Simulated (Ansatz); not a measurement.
Given:

Zr$_{3}$N$_{4}$:
Space group I-43d (No. 220); a = 6.7026 Å, b = 6.7026 Å, c = 6.7026 Å, α = 90.00°, β = 90.00°, γ = 90.00°

```json
[
 {"atom": "Zr", "site": "12a", "symmetry": "-4..", "x": "0.0000", "y": "0.2500", "z": "0.3750"},
 {"atom": "N", "site": "16c", "symmetry": ".3.", "x": "0.0709", "y": "0.0709", "z": "0.0709"}
]
```
(The calculation used a cell of 14 atoms; values per cell refer to that cell.)

This is the PBEsol-relaxed structure.

Question: All from DFT-PBEsol in the program Ansatz with PAW potentials, unless another level is named. Predict the electronic dielectric constant ε∞ (DFPT).

Answer: 13.2.

Question: Give the Born charges (a third of the trace).

Answer: Zr +4.96, N -3.72 e.

Question: What about the Bader charges?

Answer: Zr +2.17, N -1.63 e.

The PBEsol relaxation kept the symmetry of its start. No spin polarisation was allowed. Scalar-relativistic: spin–orbit coupling is off unless named, which matters more the heavier the elements.

Potentials: the later of the program's two PAW sets.
